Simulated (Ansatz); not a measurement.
**Question.** Ru (hcp (Mg type), P6_3/mmc) is relaxed with plane-wave PAW PBEsol (Ansatz code). What lattice parameters of the conventional cell result?

**Answer.** a = 2.690 Å, c = 4.251 Å.

Symmetry was held in the PBEsol relaxation. No spin polarisation was allowed. Axis ratios of metals converge slowly with the k-mesh, so a and c are less sure than the volume.

Potentials: the later of the program's two PAW sets.
